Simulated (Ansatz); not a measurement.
A geometry of CaSnF₆ away from equilibrium: step 2 of the relaxation of a relaxed CaSnF6 cell with every coordinate shifted by Gaussian noise of σ = 0.1 Å. The numbers are results of r2SCAN (plane waves to 500 eV, PAW, scalar-relativistic; Ansatz, an electronic-structure program), not measurements. Γ-centred k-mesh 5×5×5 on the run's cell (coarser than for final values), Fermi–Dirac smearing 0.05 eV.

```xyz
8
Lattice="2.8372 1.6616 4.8951 -2.8242 1.6357 4.8962 -0.0159 -3.2714 4.8870" Properties=species:S:1:pos:R:3:forces:R:3 pbc="T T T" free_energy=-12727.944 pressure_GPa=-0.1
Ca    -0.0035    -0.0925    -0.0898   -0.0605    0.3167    0.1152
Sn    -0.0145    -0.0184     7.2623   -0.1940   -0.9983   -0.4228
F      1.0755    -1.2522     8.3976   -0.3105    0.2423   -0.2242
F     -1.0722     1.2224     6.1252    0.2144   -0.2469    0.1536
F     -1.5768    -0.3386     8.4469    0.1563    0.0476   -0.1322
F      1.5946     0.2592     6.1346   -0.2212   -0.0378    0.0303
F      0.5044     1.4712     8.3418    0.3081    0.8098    0.6755
F     -0.5907    -1.5389     6.1606    0.1081   -0.1333   -0.1951
```

Positions in Å, forces in eV/Å, free energy of the cell in eV (comparable only within this code, potentials and settings). Largest force: 1.10 eV/Å, on Sn2, F7 (atoms numbered as listed); the geometry lies 0.01 eV/atom above the end of its relaxation.

No spin polarisation in the result.

The cell that was disturbed is our relaxation of an entry of Materials Project.
